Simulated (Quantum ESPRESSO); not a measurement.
Field gradients of BaZrO$_{3}$ from the PAW reconstruction of the field gradient on a scalar-relativistic PBE ground state (a modified build of Quantum ESPRESSO, JTH datasets). The input of pw.x:

```
&CONTROL
  calculation = 'scf'
  prefix = 'x'
  pseudo_dir = './pseudo'
  outdir = './out'
  tprnfor = .true.
/
&SYSTEM
  ibrav = 0
  nat = 5
  ntyp = 3
  ecutwfc = 45
  ecutrho = 180
  occupations = 'fixed'
  nbnd = 24
/
&ELECTRONS
  conv_thr = 1e-11
/
ATOMIC_SPECIES
O 15.999 O.GGA_PBE-JTH.UPF
Ba 137.327 Ba.GGA_PBE-JTH.UPF
Zr 91.224 Zr.GGA_PBE-JTH.UPF
CELL_PARAMETERS angstrom
    4.191340000000     0.000000000000     0.000000000000
    0.000000000000     4.191340000000     0.000000000000
    0.000000000000     0.000000000000     4.191340000000
ATOMIC_POSITIONS crystal
O      0.000000000000     0.500000000000     0.500000000000
O      0.500000000000     0.000000000000     0.500000000000
O      0.500000000000     0.500000000000     0.000000000000
Ba     0.000000000000     0.000000000000     0.000000000000
Zr     0.500000000000     0.500000000000     0.500000000000
K_POINTS automatic
5 5 5 0 0 0
```
The cell was made here from an entry of the Crystallography Open Database (unchecked): atoms relaxed with PBE in the measured cell (PBE without dispersion, pw.x of Quantum ESPRESSO, symmetry kept).  Stability against distortions was not tested. The run has no spin polarisation.

Vzz is the sum of three terms, each taken along its main axis: the smooth valence density, the ions (nucleus and frozen core) with the augmentation charges of all other spheres, and the all-electron minus smooth density in the atom's own sphere. The split hangs on the datasets.  Cores are frozen. Against all-electron runs on small test molecules, this scheme's |Vzz| missed by −2 to +6 % on O.

| site | smooth valence density | ions and other spheres | own sphere | Vzz (a.u.) |
|---|---|---|---|---|
| O (atoms 1, 2, 3) | -0.599 | 0.581 | … | … |

Question: Complete the blanks.

Answer: 
- O (atoms 1, 2, 3), own sphere: -0.131
- O (atoms 1, 2, 3), Vzz (a.u.): -0.149
